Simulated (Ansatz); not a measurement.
AlNi and a variant

Base: a structure deposited in the COD, whose atoms a relaxation with PBE at fixed cell left in place.

```
Al Ni
1.0
     2.88100    0.00000    0.00000
     0.00000    2.88100    0.00000
     0.00000    0.00000    2.88100
Al Ni
1 1
Direct
  0.00000 0.00000 0.00000
  0.50000 0.50000 0.50000
```

Sites (sets of like atoms) are named by element and the number of their first atom in this list.

Level of theory: DFT, PBE, plane waves and PAW, scalar-relativistic, collinear spin, 420 eV cutoff, Γ-centred 16×16×16 k-points, Fermi–Dirac smearing 0.05 eV (Ansatz 0.2.0). Start moments as typed (μB): 1.5 on each Ni, none on the rest.

Gradients in 10²¹ V/m²:

```tsv
site	atoms	V_zz base	η base	V_zz variant	η variant
Al	1	0.00	–	-0.029	0.00
Ni	2	0.00	–	-0.20	0.00
```

(1) Which change was made?
A. z stretched by 3 %, ions relaxed
B. volume scaled by 1.06, ions relaxed
C. volume scaled by 0.98, ions relaxed
D. z compressed by 1 %, ions relaxed

## Answers

(1) D. The largest change of V_zz is on Ni, from 0.00 to -0.20.

The start moments die out, and the run ends without spin.
For the variant: The run finds no gap above 0.1 eV (a metal, or nearly one), so the gradients can move by 10 % or more with the k-mesh. With these PAW files V_zz is typically within 2 to 3 % of all-electron values, but misses above 10 % occur on Ni.
